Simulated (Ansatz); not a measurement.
# ZrTi3C4: rattling a relaxed structure

The structure comes from a generated guess, relaxed at this level; another structure or a mixture of phases may lie lower.

Theory: DFT PBE, scalar-relativistic, plane waves, PAW in Ansatz. Plane waves to 420 eV, a k mesh through Γ of 8×8×12 on the computed 8-atom cell and Gaussian smearing (0.10 eV); no spin polarisation.

The cell below (8 atoms, space group Cmmm (No. 65)) is relaxed within its symmetry.

```xyz
8
Lattice="3.1366 -4.4337 0.0000 3.1366 4.4337 0.0000 0.0000 0.0000 3.1431" Properties=species:S:1:pos:R:3 pbc="T T T"
Zr    3.1366    0.0000    0.0000
Ti    0.0000    0.0000    0.0000
Ti    1.5683    2.2169    1.5716
Ti    1.5683   -2.2169    1.5716
C     3.1366   -2.2663    0.0000
C     3.1366    2.2663    0.0000
C     4.7762    0.0000    1.5716
C     1.4970    0.0000    1.5716
```

For the test it was strained at random (σ = 1.5 % a component), the atoms were moved at random (σ = 0.15 Å), and all was relaxed again on a coarse 8×4×4 mesh (in the run’s order of axes) with 0.20 eV smearing, with no symmetry imposed.

Problem. Does it come back?

Solution. It returns, within 1 meV/atom of the unmoved cell on that mesh and with the same symmetry when read at 0.1 Å. So it is stable against the distortions that fit this cell and that this random move excites. Modes that don't fit the cell aren't tested.
